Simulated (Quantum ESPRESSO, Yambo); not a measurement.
## Levels of theory for the gap of CaHI monolayer

A free-standing CaHI monolayer (symmetry P4/nmm, slab cell 20.2 Å high): one geometry, one set of PBEsol (Quantum ESPRESSO, PseudoDojo norm-conserving, 72 Ry, with spin-orbit coupling) orbitals, self-energies from Yambo (4×4×1 Γ-centred k mesh, 244 bands and a 5 Ry block in the screening, 244 bands in G with the Bruneval-Gonze terminator, plasmon pole fitted at 27.2 eV, slab-truncated Coulomb interaction, stochastic integration of W near q = 0).

The layer was cut from Materials Project entry mp-24204 and relaxed with PBEsol in a cell 20.2 Å high, with the Coulomb interaction truncated along z.

```
level                                                        gap (0, 0.25) → Γ (eV)  direct gap at Γ (eV)        rough Yambo cost
-----------------------------------------------------------  ----------------------  --------------------  ----------------------
PBEsol (Quantum ESPRESSO)                                                      3.58                  3.60                       –
exchange only (Hartree-Fock self-energy on PBEsol orbitals)                   11.74                 11.71  about 1/10 (11 states)
G0W0@PBEsol, plasmon pole                                                      6.30                  6.31           1 (11 states)
```

Bare exchange has no screening and gives the widest gap. Among the k points computed, the smallest G0W0 gap is 6.00 eV, (0, 0.25) → M. All rows use the PBEsol edge points; in the exchange only run other k points give a smaller gap, 10.96 eV.

Costs are rough ratios of core time on shared machines.

Nearest settings tried, and what they do to the gap: 98 bands in G: -30 meV; 3 Ry block (185 vectors against 415): -123 meV. Not varied: bands in W, mesh, cell height. So the settings aren't converged at that level.

This is a model layer cut from the bulk structure; whether it is stable on its own was not checked.
